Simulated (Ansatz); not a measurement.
Ti (Im-3m); field of 300 T on the spins.

```
CELL_PARAMETERS angstrom
-1.64100 1.64100 1.64100
1.64100 -1.64100 1.64100
1.64100 1.64100 -1.64100
ATOMIC_POSITIONS crystal
Ti 0.00000 0.00000 0.00000
```

Geometry: a measured structure from COD; nothing is relaxed.

Functional, mesh and filling: r²SCAN, 16×16×16 k mesh, Fermi–Dirac smearing of 0.05 eV. PAW means Ansatz 0.2.0 on its default frozen-core files. Site moments are integrated in spheres about the atoms. Start moments (μB): Ti 1.

Iteration by iteration:

```
iteration  Harris–Foulkes energy less the last (meV)  density residual (eV)  M (μB)  ∫|m| (μB)
        1                                     -9.471                7.2e-01  0.8532     0.8532
        2                                     84.583                6.9e-02  0.9328     0.9328
        3                                     71.695                4.1e-03  0.9838     0.9838
        4                                     28.058                3.6e-04  1.1158     1.1158
        5                                     15.609                7.3e-04  1.2289     1.2289
        6                                     10.073                7.2e-05  1.3056     1.3056
        7                                      6.540                9.8e-04  1.3592     1.3593
        8                                      4.304                2.1e-03  1.3919     1.3920
        9                                      3.428                5.5e-04  1.4130     1.4131
       10                                      1.361                1.2e-04  1.4312     1.4313
       11                                      0.417                4.1e-05  1.4407     1.4408
       12                                      0.010                7.7e-07  1.4518     1.4519
       13                                      0.005                2.5e-07  1.4519     1.4520
       14                                      0.000                1.0e-08  1.4517     1.4518
       15                                      0.000                3.9e-10  1.4519     1.4520
       16                                      0.000                9.2e-11  1.4519     1.4520
       17                                      0.000                3.3e-11  1.4519     1.4520
       18                                      0.000                2.7e-13  1.4519     1.4520
```

Site moments (μB): Ti 1.07. Cell moment 1.45 μB.

The PAW files were made with PBE; the program remakes their cores once for the run's functional and then keeps them frozen. The Ansatz runs typed with the search for lower states off end where their start leads. r²SCAN is known to give itinerant transition metals moments and polarisation energies that are too large. The magnetic state is the one that this cell and start allow. It needn't be the compound's measured order, which may need a larger cell or be absent.
